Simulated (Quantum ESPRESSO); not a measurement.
Ga2InAlP4, a curve over one atom's position

Simulated, not a measurement. The program is pw.x of Quantum ESPRESSO 7.5 (plane-wave density functional theory). The cell is made up: 8 atoms on a zincblende/diamond lattice, with randomly drawn elements, strain and displacements, not relaxed. PseudoDojo standard norm-conserving files (v0.5 for PBE, v0.4.1 for LDA and PBEsol) set the functional; there is no spin polarisation, spin-orbit coupling or dispersion term, and the masses in the input are unused placeholders.

Seven runs move atom 7 (P, counted in the order of the input) along x and keep all else fixed.

Input of the run at +0.0068:

```
&control calculation='scf', pseudo_dir='./dojo.nc.sr.pbe.v0_5.standard.upf', outdir='./o', disk_io='low', tprnfor=.true., tstress=.true. /
&system ibrav=0, nat=8, ntyp=4, nbnd=37, ecutwfc=79.96652505, nosym=.true., tot_charge=0,
 occupations='smearing', smearing='fd', degauss=0.0018374661
/
&electrons conv_thr=7.350e-09, electron_maxstep=60, /
ATOMIC_SPECIES
Al 1.0 Al.upf
Ga 1.0 Ga.upf
In 1.0 In.upf
P 1.0 P.upf
CELL_PARAMETERS angstrom
5.5562 0.0583 -0.0066
0.0583 5.5696 -0.0478
-0.0066 -0.0478 5.4406
ATOMIC_POSITIONS angstrom
Ga -0.0028 -0.0628 -0.0231
In 0.075 2.6987 2.8331
Al 2.8458 0.078 2.6743
Ga 2.7541 2.7724 0.0622
P 1.4081 1.5075 1.3076
P 1.3766 4.1832 4.042
P 4.1753 1.4249 4.1516
P 4.2071 4.2653 1.4738
K_POINTS automatic
4 4 4 1 1 1
```

```
shift of atom 7 along x (Å)  free energy less that of the input shown (eV)  Fx on atom 7 (eV/Å)  Fy on atom 7 (eV/Å)  Fz on atom 7 (eV/Å)  pressure (GPa)  iterations
                    -0.1098                                        -0.0501                0.324               -1.088                0.358            6.42          10
                    -0.0159                                        -0.0237               -0.893               -1.204                0.609            6.50          10
                    +0.0068                                         0.0000               -1.192               -1.240                0.673            6.55          10
                    +0.0425                                         0.0510               -1.663               -1.301                0.777            6.65          10
                    +0.0848                                         0.1331               -2.222               -1.383                0.905            6.81          10
                    +0.1593                                         0.3352               -3.199               -1.551                1.148            7.18          10
                    +0.1804                                         0.4055               -3.471               -1.605                1.221            7.31          10
```

A cubic fit gives dFx/dx = -13.17 eV/Å² at zero shift. Across the table the free energy follows the integral of the force to within 0.1 meV. A rerun of one of the cells at 1377 eV and a 6 x 6 x 6 mesh moved values by no more than 0.008 eV in energy, 0.02 GPa in stress and 0.002 eV/Å in force.